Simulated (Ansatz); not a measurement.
Relaxed-ion elastic tensor of Pt (bcc (W type), Im-3m) in GPa (Voigt order), the program Ansatz at the LDA level (PAW); density 21.72 g/cm³, 14.91 Å³ per atom.

```csv
,1,2,3,4,5,6
1,217,336,336,0.0,0.0,0.0
2,336,217,336,0.0,0.0,0.0
3,336,336,217,0.0,0.0,0.0
4,0.0,0.0,0.0,185,0.0,0.0
5,0.0,0.0,0.0,0.0,185,0.0
6,0.0,0.0,0.0,0.0,0.0,185
```

Q: Is the crystal mechanically stable?

A: No: the smallest eigenvalue of C is -119 GPa.

The workflow started from a Materials Project entry (that database holds measured and hypothetical structures alike); the Crystallography Open Database copy checked does not list it. It is not the phase usual at ambient conditions (space group No. 225). The cell was relaxed with LDA under the symmetry of its start. At this level the phase is mechanically unstable. No spin polarisation was allowed. As this level gives no gap, shear constants depend on the k-mesh and smearing (Fermi–Dirac, 0.1 eV here). On the denser mesh and wider smearing of the elastic run this cell carries a stress of 0.4 GPa. Scalar-relativistic: spin–orbit coupling is off unless named, which matters more the heavier the elements.

Potentials: the later of the program's two PAW sets.
